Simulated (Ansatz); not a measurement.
La (dhcp type, space group P6_3/mmc)

```yaml
crystal:
  lattice:
    - [3.77035, 0.00000, 0.00000]
    - [-1.88518, 3.26522, 0.00000]
    - [0.00000, 0.00000, 12.08105]
  atoms:
    - { symbol: La, position: [0.00000, 0.00000, 0.00000] }
    - { symbol: La, position: [0.00000, 0.00000, 0.50000] }
    - { symbol: La, position: [0.33333, 0.66667, 0.25000] }
    - { symbol: La, position: [0.66667, 0.33333, 0.75000] }
```

The slice is a (1 -1 0 0) plane (indices of the conventional cell) through the point (0.000, 0.000, 0.000) (fractional), spanned by u = [110] and v = [001] in vectors of this cell: u (3.77 Å) and v (12.08 Å, at 90° to u). It covers one period; positions are fractions (u, v).

Level of theory: PBE (plane waves to 420 eV, PAW, scalar-relativistic; Ansatz, a quantum-chemistry and plane-wave program). k mesh 14×14×4. Inside the PAW spheres the values are not all-electron values, and peaks at nuclei hang on which shells count as valence. La is run without spin polarisation. La was relaxed with its symmetry unable to fall. The PAW data are Ansatz's earlier set.

Question: Predict the map of the valence electron density on the slice.

Answer: 
```tsv
v \ u	0.00	0.12	0.25	0.38	0.50	0.62	0.75	0.88
0.90	-0.4	-0.6	-0.9	-1.0	-1.1	-1.0	-0.9	-0.6
0.80	-1.0	-1.0	-0.9	-0.6	-0.5	-0.6	-0.9	-1.0
0.70	-1.0	-1.0	-0.9	-0.6	-0.5	-0.6	-0.9	-1.0
0.60	-0.4	-0.6	-0.9	-1.0	-1.1	-1.0	-0.9	-0.6
0.50	0.3	0.2	0.0	-0.7	-1.0	-0.7	0.0	0.2
0.40	-0.4	-0.6	-0.9	-1.0	-1.1	-1.0	-0.9	-0.6
0.30	-1.0	-1.0	-0.9	-0.6	-0.5	-0.6	-0.9	-1.0
0.20	-1.0	-1.0	-0.9	-0.6	-0.5	-0.6	-0.9	-1.0
0.10	-0.4	-0.6	-0.9	-1.0	-1.1	-1.0	-0.9	-0.6
0.00	0.3	0.2	0.0	-0.7	-1.0	-0.7	0.0	0.2
```

Values: log₁₀ of the valence density in e/Å³. The scale is logarithmic, as a density can span decades between atoms and voids.
